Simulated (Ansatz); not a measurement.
# Sn3Bi: a fit and a missing row

Sn3Bi, I4/mmm, a = 4.776 Å, c = 9.692 Å. The structure is a Materials Project entry; whether it is the stable form wasn't checked. Ansatz: PBEsol, PAW, 420 eV, Γ-centred 12×12×12 mesh on 4 atoms, Gaussian smearing 0.10 eV; no spin polarisation. Shape and atoms are relaxed at each volume; pressure is positive in compression.

```tsv
V (Å³/atom)	P (GPa)
25.975	3.93
26.804	1.80
27.633	0.00
28.462	?
29.291	-2.81
```

Problem. Take V0 = 27.633 Å³/atom, fit the third-order Birch–Murnaghan form to the other rows, and predict the missing pressure.

Solution. With the Eulerian strain f = ½[(V0/V)^(2/3) − 1] and y = P/[3f(1 + 2f)^(5/2)], the form is the line y = B0 + 1.5 B0 (B0′ − 4) f. Rows (f, y): 0.02106, 56.1; 0.01026, 55.6; -0.01905, 54.2. Means f = 0.004090, y = 55.300; Σ(Δf)² = 0.0008615, ΣΔfΔy = 0.04088; the slope is their ratio. y = 55.11 + 47.45 f GPa, so B0 = 55.1 GPa and B0′ = 4 + 2 × (47.45)/(3 × 55.11) = 4.57. At V = 28.462, f = -0.00976, y = 54.65 and P = -1.52 GPa. The run gave -1.53 GPa, so the fit is 0.01 GPa too high, a small miss on the scale of the series.

Spin–orbit coupling is left out, which can shift energies with elements as heavy as these.